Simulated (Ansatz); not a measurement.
**Ag: energy along a strain**

Ag, Fm-3m, a = 4.054 Å. Ansatz: PBEsol, PAW, 420 eV, Γ-centred 26×26×26 mesh on 1 atom, Gaussian smearing 0.15 eV; no spin polarisation. Cell vectors (Å): 0.000 2.027 2.027; 2.027 0.000 2.027; 2.027 2.027 0.000. The cell is strained by x per cent times the pattern (1 1 0 0 0 0) in the order xx yy zz yz xz xy (engineering shears), with fractional coordinates held. y is the free energy over the start, V0 = 16.662 Å³/atom. Points with a strain past 8.5 % were computed too (5) and aren't used here.

| x (%) | y (meV/atom) |
| --- | --- |
| -7.50 | ? |
| -3.75 | 42.13 |
| 0.00 | 0.00 |
| 3.75 | 32.60 |
| 7.50 | 112.73 |

Problem. Fit y = c2 x² + c3 x³ to the other rows, get the stiffness along the pattern, and predict the missing energy.

Solution. Least squares on the rows shown. y = 2.6619 x² − 0.087787 x³. The clamped-ion stiffness p·C·p = 2 × 26.62 eV × 160.2 / 16.662 Å³ = 512 GPa. At x = -7.50 the fit asked for gives 186.77 meV/atom. The run gave 197.28 meV/atom, so the fit is 10.51 meV/atom too low, 5.3 % of the span of the series, against an rms of 0.13 meV/atom on the fitted rows. The row lies outside the fitted range. With a term in x⁴ added, a fit to the same known rows (none to spare) predicts 188.97 meV/atom, which recovers part of the miss; the known rows don't hold the rest.

Cost: 10 runs of about 2 core-minutes in all, on Arm Neoverse V2 (shared hosts).